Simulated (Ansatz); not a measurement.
**ZrMoSe4: computed properties**

All numbers below come from Ansatz 0.2.0, DFT PBE, scalar-relativistic, plane waves, PAW.

Settings: cutoff 420 eV, Γ-centred mesh 12×12×4 on the computed 6-atom cell, Gaussian smearing of 0.10 eV; no spin polarisation.

The structure is relaxed at this level of theory with its symmetry kept, and needn't be the ground state of this composition.

```xyz
6
Lattice="3.1840 0.0000 0.0000 0.0000 3.1840 0.0000 0.0000 0.0000 14.8318" Properties=species:S:1:pos:R:3 pbc="T T T"
Zr    0.0000    0.0000    7.4159
Mo    0.0000    0.0000    0.0000
Se    1.5920    1.5920    5.7264
Se    1.5920    1.5920   13.3094
Se    1.5920    1.5920    1.5224
Se    1.5920    1.5920    9.1054
```

| Quantity | Value |
| --- | --- |
| Space group | P4/mmm (No. 123) |
| Volume per atom | 25.06 Å³ |
| Formation energy from the elements' standard states (uncorrected) | -0.636 eV/atom |
| Kohn–Sham band gap | none (metal) |
| Density of states at the Fermi level | 1.5 states/eV per cell |
| Orbital (Löwdin) character within 0.5 eV of the Fermi level | Se 4p 48 %, Zr 4d 27 %, Mo 4d 23 % |
| Bader charge by site (e) | Zr (1 in the cell) 1.60, Mo (1 in the cell) 0.96, Se (2 in the cell) -0.81, Se (2 in the cell) -0.47 |

The cell holds layers, chains or molecules and no dispersion correction was added, so their binding is poorly described.

A magnetic start lost its moments in a first run, so spin was left out; other magnetic orders weren't tried.

The cell was found from a structure generator's guess, not taken from experiment. Löwdin shares on free-atom orbitals overweight diffuse shells.
